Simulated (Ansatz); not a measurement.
CuAu (CuAu type, space group P4/mmm)

```xyz
2
Lattice="2.8606 0.0000 0.0000 0.0000 2.8606 0.0000 0.0000 0.0000 3.5518" Properties=species:S:1:pos:R:3 pbc="T T T"
Cu     1.4303     1.4303     1.7759
Au     0.0000     0.0000     0.0000
```

The slice is a (0 -1 1) plane (indices of the conventional cell) through the point (0.000, 0.000, 0.000) (fractional), spanned by u = [100] and v = [011] in vectors of this cell: u (2.86 Å) and v (4.56 Å, at 90° to u). It covers one period; positions are fractions (u, v).

These are r2SCAN (plane waves to 500 eV, PAW, scalar-relativistic; Ansatz, a first-principles code) values and carry that method's errors. k mesh 16×16×13. Near the nuclei the fields are pseudised (PAW); where an atom keeps semicore shells as valence, they peak there. CuAu is run without spin polarisation. CuAu was relaxed with its symmetry unable to fall. Spin-orbit coupling is left out, though Au is heavy.

Three fields on this plane, each scaled to ten steps between its own extremes (0 low, 9 high; the total valence density on a logarithmic scale, the potential cut 8 eV below its top; x marks points blanked near nuclei; v = 0 in the bottom row):

Map A
```
|xxxxxxx74347xxxxxx|
|xxxxxx9643469xxxxx|
|xxxxxx8532358xxxxx|
|xxxxx964222469xxxx|
|xxxx97431113479xxx|
|xx986432111234689x|
|666543322222334566|
|33333344xxx4433333|
|111234xxxxxxx43211|
|00124xxxxxxxxx4210|
|0013xxxxxxxxxxx310|
|0014xxxxxxxxxxx410|
|002xxxxxxxxxxxxx20|
|002xxxxxxxxxxxxx20|
|002xxxxxxxxxxxxx20|
|0014xxxxxxxxxxx410|
|0013xxxxxxxxxxx310|
|00124xxxxxxxxx4210|
|111234xxxxxxx43211|
|33333344xxx4433333|
|666543322222334566|
|xx986432111234689x|
|xxxx97431113479xxx|
|xxxxx964222469xxxx|
|xxxxxx8532358xxxxx|
|xxxxxx9643469xxxxx|
|xxxxxxx74347xxxxxx|
|xxxxxxx74447xxxxxx|
```

Map B
```
|xxxxxxx64446xxxxxx|
|xxxxxx9644469xxxxx|
|xxxxxx8544458xxxxx|
|xxxxx965444569xxxx|
|xxxx97654445679xxx|
|xx987654333456789x|
|777654210001245677|
|66553100xxx0013556|
|554200xxxxxxx00245|
|44200xxxxxxxxx0024|
|3210xxxxxxxxxxx012|
|2100xxxxxxxxxxx001|
|210xxxxxxxxxxxxx01|
|110xxxxxxxxxxxxx01|
|210xxxxxxxxxxxxx01|
|2100xxxxxxxxxxx001|
|3210xxxxxxxxxxx012|
|44200xxxxxxxxx0024|
|554200xxxxxxx00245|
|66553100xxx0013556|
|777654210001245677|
|xx987654333456789x|
|xxxx97654445679xxx|
|xxxxx965444569xxxx|
|xxxxxx8544458xxxxx|
|xxxxxx9644469xxxxx|
|xxxxxxx64446xxxxxx|
|xxxxxxx64446xxxxxx|
```

Map C
```
|xxxxxxx26762xxxxxx|
|xxxxxx0378730xxxxx|
|xxxxxx0588850xxxxx|
|xxxxx036898630xxxx|
|xxxx02589998520xxx|
|xx003578888875300x|
|334566766666766543|
|77777653xxx3567777|
|998763xxxxxxx36789|
|99863xxxxxxxxx3689|
|9985xxxxxxxxxxx589|
|9973xxxxxxxxxxx379|
|986xxxxxxxxxxxxx68|
|986xxxxxxxxxxxxx68|
|986xxxxxxxxxxxxx68|
|9973xxxxxxxxxxx379|
|9985xxxxxxxxxxx589|
|99863xxxxxxxxx3689|
|998763xxxxxxx36789|
|77777653xxx3567777|
|334566766666766543|
|xx003578888875300x|
|xxxx02589998520xxx|
|xxxxx036898630xxxx|
|xxxxxx0588850xxxxx|
|xxxxxx0378730xxxxx|
|xxxxxxx26762xxxxxx|
|xxxxxxx16761xxxxxx|
```

Task: Assign the maps to these fields: electron localisation function (ELF); valence electron density; electrostatic potential energy of an electron, from the cell's mean.

Result: A is the valence electron density; B is the electron localisation function (ELF); C is the electrostatic potential energy of an electron, from the cell's mean.
